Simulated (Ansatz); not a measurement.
Fermi surface of Mo (Im-3m)

```yaml
crystal:
  lattice:
    - [-1.55657, 1.55657, 1.55657]
    - [1.55657, -1.55657, 1.55657]
    - [1.55657, 1.55657, -1.55657]
  atoms:
    - { symbol: Mo, position: [0.00000, 0.00000, 0.00000] }
```

The conventional cell has a = 3.113 Å, b = 3.113 Å, c = 3.113 Å, α = 90.00°, β = 90.00°, γ = 90.00°. Around Mo (atom 1) lie 8 Mo at 2.70 Å.

Computed, not measured; unless marked otherwise by LDA, all-electron LAPW in Ansatz 0.2.0, scalar-relativistic. k mesh 14×14×14, fine mesh 24×24×24, Fermi-Dirac smearing of 0.100 eV, basis error target 1 meV/atom. The cell was relaxed by PAW under this functional.

Levels and slopes are solved on a 24×24×24 mesh, and each state is taken as quadratic over its cell.

What is the density of states at the Fermi level, and which bare Sommerfeld coefficient follows?

N(E_F) = 0.586 states/eV/atom (both spins), so γ = (π²/3) k_B² N(E_F) = 1.38 mJ/(mol-atom K²) without electron-phonon or spin-fluctuation enhancement.

What Drude plasma energy and σ/τ do the band velocities give?

(ħω_p,α)² = (e²/ε₀VN_k) Σ_nkσ (∂E/∂k_α)² δ(E − E_F) gives ħω_p = (9.22, 9.22, 9.22) eV along x, y, z, and σ/τ = ε₀ω_p² = 17.4×10²⁰ Ω⁻¹m⁻¹s⁻¹ along x. Weighted by the density of states, the mean Fermi speed is 0.865×10⁶ m/s; the surface has an area of 27.5 Å⁻² for each spin direction.

Which bands cross the Fermi level, and what do they carry?

```
band  filled part  N (states/eV/cell)  speed (10⁶ m/s)  5th to 95th percentile  area (Å⁻²)        filling
   1         0.89               0.209             1.17            0.93 to 1.51        13.3  partly filled
   2         0.10               0.326            0.672            0.35 to 0.97        11.8  partly filled
   3         0.01              0.0512            0.836            0.68 to 1.05        2.32   nearly empty
```

Map the plane k₃ = 0 of the mesh: how many bands lie under the Fermi level at each point, counted from the least on the plane?

k₁ runs to the right and k₂ upwards, each from −½ to ½ with 0 in the middle (the axes needn't be at right angles):
```
000011111100000011111100
000011111110000011111110
100011111111000111111111
111111111111111111111111
111111111111111111111111
111111111111111111111111
111111111111111111111111
111111112222211111111111
111111112222221111111100
001111112222222111111000
000111112222222211111000
000011112222222221111000
000011111222222221111100
000011111122222221111110
100111111112222221111111
111111111111222221111111
111111111111111111111111
111111111111111111111111
111111111111111111111111
111111111111111111111111
111111111100011111111000
001111111000001111111000
000111111000000111111000
000111111100000111111100
```

On PAW files the program sums the optical response inside the mesh cells, interband lines and its own Drude term. Where does ε₁ rise through zero (a sharp plasmon if ε₂ is small there), and how much light is reflected?

```
Fine mesh                         : 24, 24, 24
Window top                        : 20 eV
Line width                        : 0.1 eV
Drude damping                     : 0.03 eV
ε₁ rises through zero at x        : 1.55, 10.94, 14.6 eV
ε₂ there x                        : 26.58, 0.63, 2.06
Plasma energy (x, y, z)           : 9.13, 9.13, 9.13 eV
Reflectivity at 1 eV, x-polarised : 0.8869
Reflectivity at 2 eV, x-polarised : 0.5966
Reflectivity at 3 eV, x-polarised : 0.6028
```

The plasma energy here is the program's own sum at the run's smearing; it differs from the value above by up to 1 %, through mesh and smearing.

What does PAW give for the same cell?

N(E_F) = 0.586 states/eV/atom and ħω_p,x = 9.22 eV.

Keep in mind: these sums move with the mesh, by several per cent and more for small sheets; frozen-core PAW files fitted under PBE, their cores solved anew for the functional of the run.
